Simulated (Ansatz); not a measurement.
Input for Ansatz (plane-wave DFT, PAW):

```yaml
crystal:
  lattice:
    - [0.0, 2.059757135, 2.059757135]
    - [2.059757135, 0.0, 2.059757135]
    - [2.059757135, 2.059757135, 0.0]
  atoms:
    - { symbol: Au, position: [0.0, 0.0, 0.0] }
basis:
  ecutwfc: 420
kpoints:
  mp_grid: { grid: [18, 18, 18] }
hamiltonian:
  xc: pbesol
scf:
  occupations: { method: gaussian, width: 0.1 }
output:
  forces: true
  stress: true
  eigenvalues: true
```

Command:
```bash
ansatz run input.yaml --threads 1 --pin off --max-ram 1331MiB --backend cpu --events-out ev --progress --plain --runs-dir out
```

Level of theory: DFT PBEsol, scalar-relativistic, plane waves, PAW in Ansatz 0.2.0.

Part of what the program printed, abridged (final results; tables in files aren't shown):

```
SCF 1 converged in 6 iterations: F = -13007.094440 eV  dr2 = 1.21e-10
SCF converged after 6 iterations
Free energy (F): -13007.094440 eV
Harris-Foulkes:  -13007.094440 eV  (|F-HF|=1.00e-10)
Internal energy: -13007.093066 eV  (E = F + TS)
E sigma→0 (E₀):  -13007.093753 eV
Entropy (-TS):   -0.001374 eV (-1.374 meV/atom)
Fermi energy:    19.720559 eV
--- Per-component energies (eV) ---
  E_band       = -221.400029
  E_kinetic    = 604.087042
  E_local      = -1743.519766  (includes V_loc(G=0)·N_el)
  E_nonlocal   = 77.710126
  E_hartree    = 739.084026
  E_xc         = -226.296209
  E_vxc        = -274.224674  (∫ρ·V_xc dr)
  E_paw        = -9565.730033  (= ΣΔE_a)
  E_vpaw       = -363.622800  (= ΣTr[D̂ρ^β])
  E_aug_tail   = 0.001395  (compensation charges beyond the density's cutoff)
  E_ewald      = -2892.739127
  E_core_change = 0.309479  (= ΣΔE_core)
  E_smearing   = -0.001374  (= −TS)
--- Forces (eV/Å), atoms counted from 1 ---
  atom   1  Au     0.00000000     0.00000000     0.00000000
--- Stress (GPa, compression-positive) ---
       -4.255955       0.000000       0.000000
        0.000000      -4.255955       0.000000
        0.000000       0.000000      -4.255955
  P = ⅓ Tr σ = -4.2560 GPa (-42.560 kbar)
--- Band table (eV; the first three rows and the last of 195) ---
  k-point 0: bands = ["-85.6384", "-36.9447", "-36.9447", "-36.9447", "10.0904", "15.2142", "15.2142", "15.2142", "16.6833", "16.6833", "34.2054", "38.0605", "38.0605", "38.0605"]
  k-point 1: bands = ["-85.6381", "-36.9507", "-36.9456", "-36.9456", "10.1962", "15.1799", "15.2505", "15.2505", "16.6668", "16.6668", "34.3264", "37.3519", "38.1816", "38.1816"]
  k-point 2: bands = ["-85.6372", "-36.9681", "-36.9482", "-36.9482", "10.5054", "15.0926", "15.3453", "15.3453", "16.6334", "16.6334", "34.5863", "35.8952", "38.5221", "38.5221"]
  k-point 194: bands = ["-85.6247", "-37.0874", "-37.0680", "-37.0224", "13.9372", "14.4413", "15.1109", "16.5922", "18.1501", "24.3379", "25.2507", "26.5965", "29.0074", "41.4030"]
```

The run converged.

Spin–orbit coupling is left out, which can shift energies with elements as heavy as these.